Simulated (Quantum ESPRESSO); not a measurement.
```xyz
5
Lattice="4.5210 0.0000 0.0000 0.0000 4.5210 0.0000 0.0000 0.0000 4.5210" Properties=species:S:1:pos:R:3 pbc="T T T"
H      2.2605     0.0000     2.2605
H      0.0000     2.2605     2.2605
H      2.2605     2.2605     0.0000
Ca     2.2605     2.2605     2.2605
Rb     0.0000     0.0000     0.0000
```

The geometry is that of Materials Project entry mp-23949, symmetrised and not relaxed again.

What does PBEsol (Quantum ESPRESSO, PseudoDojo norm-conserving, 72 Ry, no spin-orbit coupling) give for the electronic structure near the Fermi level?

The PBEsol gap is direct, 3.08 eV at M. The cell is held in this high symmetry; tilts and polar distortions were not searched.
